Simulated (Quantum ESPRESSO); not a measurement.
Al3SiNO5, finding a planted mistake in a log

Computed values, not a measurement. The program is pw.x of Quantum ESPRESSO 7.5 (plane-wave density functional theory). The cell is made up: 10 atoms on a corundum lattice, with randomly drawn elements, strain and displacements, not relaxed. PseudoDojo standard norm-conserving files (v0.5 for PBE, v0.4.1 for LDA and PBEsol) set the functional; there is no spin polarisation, spin-orbit coupling or dispersion term, and the masses in the input are unused placeholders.

Intended input:

```
&control calculation='scf', pseudo_dir='./dojo.nc.sr.pbe.v0_5.standard.upf', outdir='./o', disk_io='low', tprnfor=.true., tstress=.true. /
&system ibrav=0, nat=10, ntyp=4, nbnd=30, ecutwfc=84.00895049, nosym=.true., tot_charge=0,
 occupations='smearing', smearing='fd', degauss=0.0018374661
/
&electrons conv_thr=7.350e-09, electron_maxstep=60, /
ATOMIC_SPECIES
Al 1.0 Al.upf
N 1.0 N.upf
O 1.0 O.upf
Si 1.0 Si.upf
CELL_PARAMETERS angstrom
2.4529 1.4162 4.4605
-2.4529 1.4162 4.4605
0.0 -2.8324 4.4605
ATOMIC_POSITIONS angstrom
Al -0.002 -0.024 4.7565
Si 0.0947 -0.0307 2.0402
Al -0.0324 -0.0149 8.679
Al -0.029 0.0133 11.3966
N -0.9998 1.4615 7.8366
O -0.7433 -1.7133 7.8876
O 1.7939 0.0331 7.8055
O 1.0515 -1.5077 5.4588
O 0.7485 1.5446 5.4848
O -1.6859 0.0457 5.5579
K_POINTS automatic
5 5 5 1 1 1
```

The log is shortened where brackets say so; the opening notice, blank lines, dates and the lines on written files are dropped, and the path of the files is cut. It prints rydbergs, bohrs and kilobars, and counts compression as positive stress. Where no state is partly filled, the Fermi energy that it prints is only some level between the filled and the empty states on the mesh, and need not lie in the true gap.

Log of the intended run:

```
     Program PWSCF v.7.5
     Parallel version (MPI & OpenMP), running on       4 processor cores
     Number of MPI processes:                 4
     Threads/MPI process:                     1
     [start-up lines left out]
     bravais-lattice index     =            0
     lattice parameter (alat)  =       9.9849  a.u.
     unit-cell volume          =     627.3875 (a.u.)^3
     number of atoms/cell      =           10
     number of atomic types    =            4
     number of electrons       =        48.00
     number of Kohn-Sham states=           30
     kinetic-energy cutoff     =      84.0090  Ry
     charge density cutoff     =     336.0358  Ry
     scf convergence threshold =      7.3E-09
     mixing beta               =       0.7000
     number of iterations used =            8  plain     mixing
     Exchange-correlation= PBE
                           (   1   4   3   4   0   0   0)
     [axes and pseudopotential details left out]
   Cartesian axes
     site n.     atom                  positions (alat units)
         1        Al     tau(   1) = (  -0.0003785  -0.0045422   0.9002067  )
         2        Si     tau(   2) = (   0.0179228  -0.0058102   0.3861246  )
         3        Al     tau(   3) = (  -0.0061320  -0.0028199   1.6425720  )
         4        Al     tau(   4) = (  -0.0054885   0.0025171   2.1569001  )
         5        N      tau(   5) = (  -0.1892204   0.2766009   1.4831409  )
         6        O      tau(   6) = (  -0.1406756  -0.3242561   1.4927931  )
         7        O      tau(   7) = (   0.3395103   0.0062644   1.4772550  )
         8        O      tau(   8) = (   0.1990050  -0.2853446   1.0331227  )
         9        O      tau(   9) = (   0.1416598   0.2923282   1.0380434  )
        10        O      tau(  10) = (  -0.3190704   0.0086491   1.0518782  )
     number of k points=    63  Fermi-Dirac smearing, width (Ry)=  0.0018
                       cart. coord. in units 2pi/alat
        k(    1) = (   0.0000000   0.0000000   0.1184573), wk =   0.0320000
        k(    2) = (   0.0000000  -0.2487307   0.1974288), wk =   0.0320000
     [further k points left out]
     Dense  grid:    65191 G-vectors     FFT dimensions: (  60,  60,  60)
     Estimated max dynamical RAM per process >     150.50 MB
     Estimated total dynamical RAM >     554.24 MB
     Initial potential from superposition of free atoms
     starting charge      47.9920, renormalised to      48.0000
     Starting wfcs are   40 randomized atomic wfcs
     total cpu time spent up to now is        3.0 secs
     per-process dynamical memory:   120.5 Mb
     Self-consistent Calculation
     iteration #  1     ecut=    84.01 Ry     beta= 0.70
     Davidson diagonalization with overlap
     ethr =  1.00E-02,  avg # of iterations =  3.1
     total cpu time spent up to now is        8.1 secs
     total energy              =    -208.38362418 Ry
     estimated scf accuracy    <       2.31467551 Ry
     iteration #  2     ecut=    84.01 Ry     beta= 0.70
     Davidson diagonalization with overlap
     ethr =  4.82E-03,  avg # of iterations =  2.0
     total cpu time spent up to now is       13.0 secs
     total energy              =    -209.04653190 Ry
     estimated scf accuracy    <       1.82932319 Ry
     [iterations 3 to 10 left out]
     iteration # 11     ecut=    84.01 Ry     beta= 0.70
     Davidson diagonalization with overlap
     ethr =  8.26E-10,  avg # of iterations =  2.0
     total cpu time spent up to now is       56.1 secs
     total energy              =    -209.37761328 Ry
     estimated scf accuracy    <       0.00000002 Ry
     iteration # 12     ecut=    84.01 Ry     beta= 0.70
     Davidson diagonalization with overlap
     ethr =  3.64E-11,  avg # of iterations =  2.0
     total cpu time spent up to now is       60.4 secs
     End of self-consistent calculation
     [lines on levels left out]
     the Fermi energy is    10.2548 ev
!    total energy              =    -209.37761328 Ry
     estimated scf accuracy    <          3.4E-09 Ry
     smearing contrib. (-TS)   =       0.00000000 Ry
     internal energy E=F+TS    =    -209.37761328 Ry
     The total energy is F=E-TS. E is the sum of the following terms:
     one-electron contribution =     -35.27825247 Ry
     hartree contribution      =      51.58830476 Ry
     xc contribution           =     -58.39482561 Ry
     ewald contribution        =    -167.29283995 Ry
     convergence has been achieved in  12 iterations
     Forces acting on atoms (cartesian axes, Ry/au):
     atom    1 type  1   force =     0.05586255    0.00700481   -0.06026336
     atom    2 type  4   force =     0.04078677    0.00869312    0.07797653
     atom    3 type  1   force =     0.01024006    0.00558842   -0.08295033
     atom    4 type  1   force =     0.02055476   -0.07573017    0.04599764
     atom    5 type  2   force =     0.00172382   -0.04084727   -0.06466155
     atom    6 type  3   force =    -0.03134621    0.06136274   -0.11113543
     atom    7 type  3   force =    -0.05495850    0.05273220   -0.02013025
     atom    8 type  3   force =    -0.09729835    0.01031832    0.08909134
     atom    9 type  3   force =     0.07990316    0.03237228    0.09359751
     atom   10 type  3   force =    -0.02546806   -0.06149446    0.03247789
     Total force =     0.313461     Total SCF correction =     0.000019
     Computing stress (Cartesian axis) and pressure
          total   stress  (Ry/bohr**3)                   (kbar)     P=     -112.57
  -0.00083254   0.00009580  -0.00017900         -122.47       14.09      -26.33
   0.00009580  -0.00055359   0.00013794           14.09      -81.44       20.29
  -0.00017900   0.00013794  -0.00090956          -26.33       20.29     -133.80
     init_run     :      2.82s CPU      2.91s WALL (       1 calls)
     electrons    :     56.86s CPU     57.41s WALL (       1 calls)
     forces       :      0.79s CPU      0.81s WALL (       1 calls)
     stress       :      2.68s CPU      2.70s WALL (       1 calls)
     [timing details left out]
     PWSCF        :   1m 3.24s CPU   1m 3.95s WALL
     JOB DONE.
```

A second run was made from an input with one planted mistake. Its log:

```
     Program PWSCF v.7.5
     Parallel version (MPI & OpenMP), running on       4 processor cores
     Number of MPI processes:                 4
     Threads/MPI process:                     1
     [start-up lines left out]
     bravais-lattice index     =            0
     lattice parameter (alat)  =       9.9849  a.u.
     unit-cell volume          =     627.3875 (a.u.)^3
     number of atoms/cell      =           10
     number of atomic types    =            4
     number of electrons       =        48.00
     number of Kohn-Sham states=           48
     kinetic-energy cutoff     =      84.0090  Ry
     charge density cutoff     =     336.0358  Ry
     scf convergence threshold =      7.3E-09
     mixing beta               =       0.7000
     number of iterations used =            8  plain     mixing
     Exchange-correlation= PBE
                           (   1   4   3   4   0   0   0)
     [axes and pseudopotential details left out]
   Cartesian axes
     site n.     atom                  positions (alat units)
         1        Al     tau(   1) = (  -0.0003785  -0.0045422   0.9002067  )
         2        Si     tau(   2) = (   0.0179228  -0.0058102   0.3861246  )
         3        Al     tau(   3) = (  -0.0061320  -0.0028199   1.6425720  )
         4        Al     tau(   4) = (  -0.0054885   0.0025171   2.1569001  )
         5        N      tau(   5) = (  -0.1892204   0.2766009   1.4831409  )
         6        O      tau(   6) = (  -0.1406756  -0.3242561   1.4927931  )
         7        O      tau(   7) = (   0.3395103   0.0062644   1.4772550  )
         8        O      tau(   8) = (   0.1990050  -0.2853446   1.0331227  )
         9        O      tau(   9) = (   0.1416598   0.2923282   1.0380434  )
        10        O      tau(  10) = (  -0.3190704   0.0086491   1.0518782  )
     number of k points=    63  Fermi-Dirac smearing, width (Ry)=  0.0390
                       cart. coord. in units 2pi/alat
        k(    1) = (   0.0000000   0.0000000   0.1184573), wk =   0.0320000
        k(    2) = (   0.0000000  -0.2487307   0.1974288), wk =   0.0320000
     [further k points left out]
     Dense  grid:    65191 G-vectors     FFT dimensions: (  60,  60,  60)
     Estimated max dynamical RAM per process >     197.85 MB
     Estimated total dynamical RAM >     743.64 MB
     Initial potential from superposition of free atoms
     starting charge      47.9920, renormalised to      48.0000
     Starting wfcs are   40 randomized atomic wfcs +    8 random wfcs
     total cpu time spent up to now is        3.2 secs
     per-process dynamical memory:   159.2 Mb
     Self-consistent Calculation
     iteration #  1     ecut=    84.01 Ry     beta= 0.70
     Davidson diagonalization with overlap
     ethr =  1.00E-02,  avg # of iterations =  6.8
     total cpu time spent up to now is       14.5 secs
     total energy              =    -208.44944170 Ry
     estimated scf accuracy    <       2.23774215 Ry
     iteration #  2     ecut=    84.01 Ry     beta= 0.70
     Davidson diagonalization with overlap
     ethr =  4.66E-03,  avg # of iterations =  2.0
     total cpu time spent up to now is       21.8 secs
     total energy              =    -208.96979138 Ry
     estimated scf accuracy    <       1.99160790 Ry
     [iterations 3 to 9 left out]
     iteration # 10     ecut=    84.01 Ry     beta= 0.70
     Davidson diagonalization with overlap
     ethr =  3.95E-10,  avg # of iterations =  2.0
     total cpu time spent up to now is       76.5 secs
     total energy              =    -209.38216602 Ry
     estimated scf accuracy    <       0.00000008 Ry
     iteration # 11     ecut=    84.01 Ry     beta= 0.70
     Davidson diagonalization with overlap
     ethr =  1.71E-10,  avg # of iterations =  1.4
     total cpu time spent up to now is       82.4 secs
     End of self-consistent calculation
     [lines on levels left out]
     the Fermi energy is    10.5194 ev
!    total energy              =    -209.38216603 Ry
     estimated scf accuracy    <          1.4E-09 Ry
     smearing contrib. (-TS)   =      -0.02088046 Ry
     internal energy E=F+TS    =    -209.36128557 Ry
     The total energy is F=E-TS. E is the sum of the following terms:
     one-electron contribution =     -35.25931814 Ry
     hartree contribution      =      51.58387674 Ry
     xc contribution           =     -58.39300421 Ry
     ewald contribution        =    -167.29283995 Ry
     convergence has been achieved in  11 iterations
     Forces acting on atoms (cartesian axes, Ry/au):
     atom    1 type  1   force =     0.05326686    0.00655307   -0.05618151
     atom    2 type  4   force =     0.03801083    0.00948079    0.07291298
     atom    3 type  1   force =     0.01156739    0.00321790   -0.07849794
     atom    4 type  1   force =     0.02240421   -0.07376597    0.04178725
     atom    5 type  2   force =     0.00314510   -0.04049293   -0.06408354
     atom    6 type  3   force =    -0.03072158    0.06236423   -0.10715722
     atom    7 type  3   force =    -0.05449156    0.05129537   -0.01803809
     atom    8 type  3   force =    -0.09305868    0.01304481    0.08733934
     atom    9 type  3   force =     0.07299035    0.03073395    0.08916160
     atom   10 type  3   force =    -0.02311291   -0.06243124    0.03275713
     Total force =     0.301772     Total SCF correction =     0.000055
     Computing stress (Cartesian axis) and pressure
          total   stress  (Ry/bohr**3)                   (kbar)     P=     -104.15
  -0.00075807   0.00009719  -0.00017524         -111.52       14.30      -25.78
   0.00009719  -0.00052622   0.00012547           14.30      -77.41       18.46
  -0.00017524   0.00012547  -0.00083980          -25.78       18.46     -123.54
     init_run     :      3.03s CPU      3.16s WALL (       1 calls)
     electrons    :     78.27s CPU     79.19s WALL (       1 calls)
     forces       :      1.02s CPU      1.02s WALL (       1 calls)
     stress       :      3.33s CPU      3.35s WALL (       1 calls)
     [timing details left out]
     PWSCF        :   1m25.73s CPU   1m26.84s WALL
     JOB DONE.
```

Question: what was wrong in the second input?

Answer: the smearing is too wide. The input lines that differ, file-writing options aside:

```
- &system ibrav=0, nat=10, ntyp=4, nbnd=30, ecutwfc=84.00895049, nosym=.true., tot_charge=0,
+ &system ibrav=0, nat=10, ntyp=4, nbnd=48, ecutwfc=84.00895049, nosym=.true., tot_charge=0,
-  occupations='smearing', smearing='fd', degauss=0.0018374661
+  occupations='smearing', smearing='fd', degauss=0.0389542815
```

```
                                            intended run  run with the mistake
                          free energy (eV)     -2848.728             -2848.789
                    smearing term -TS (eV)        0.0000               -0.2841
                            pressure (GPa)        -11.26                -10.42
            largest force component (eV/Å)         2.857                 2.755
largest change of a force component (eV/Å)                               0.178
                                iterations            12                    11
```

For scale, a rerun of the intended cell at a cutoff of 1437 eV and k mesh 7 x 7 x 7 moved values by no more than 0.003 eV in energy, 0.03 GPa in stress and 0.002 eV/Å in force. The number of bands, nbnd, was set by rule from the electron count and the smearing, so it follows the mistake.